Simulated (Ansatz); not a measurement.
Ga2Cu:
Space group P4/mmm (No. 123); a = b = 2.7945 Å, c = 5.7687 Å, α = β = γ = 90.00°

```csv
atom,site,symmetry,x,y,z
Ga,2h,4mm,0.5000,0.5000,0.2840
Cu,1a,4/mmm,0.0000,0.0000,0.0000
```

Relaxed at zero pressure with PBEsol in the plane-wave PAW code Ansatz.

### Question
The volume is raised by 6 % and shape and atoms relax at that volume. What pressure results, and how do the axes share the change?

### Answer
-4.7 GPa; a 2.3 %, b 2.3 %, c 1.3 %; the energy rises by 14 meV/atom.

### Question
Give the new structure.

### Answer

Space group P4/mmm (No. 123); a = 2.859 Å, b = 2.859 Å, c = 5.842 Å, α = 90.00°, β = 90.00°, γ = 90.00°

```json
[
 {"atom": "Ga", "site": "2h", "symmetry": "4mm", "x": "0.5000", "y": "0.5000", "z": "0.2817"},
 {"atom": "Cu", "site": "1a", "symmetry": "4/mmm", "x": "0.0000", "y": "0.0000", "z": "0.0000"}
]
```

The phase is kept; no other phase was compared at this pressure.

The workflow started from a Materials Project entry (that database holds measured and hypothetical structures alike); the Crystallography Open Database files this formula in space group No. 123, but the cells were not matched. Its standing as an ambient phase is unchecked. Symmetry was held in the PBEsol relaxation; of distortions, only those at the zone centre were tested. No spin polarisation was allowed. Axis ratios of metals converge slowly with the k-mesh, so a and c are less sure than the volume.

Potentials: the later of the program's two PAW sets.
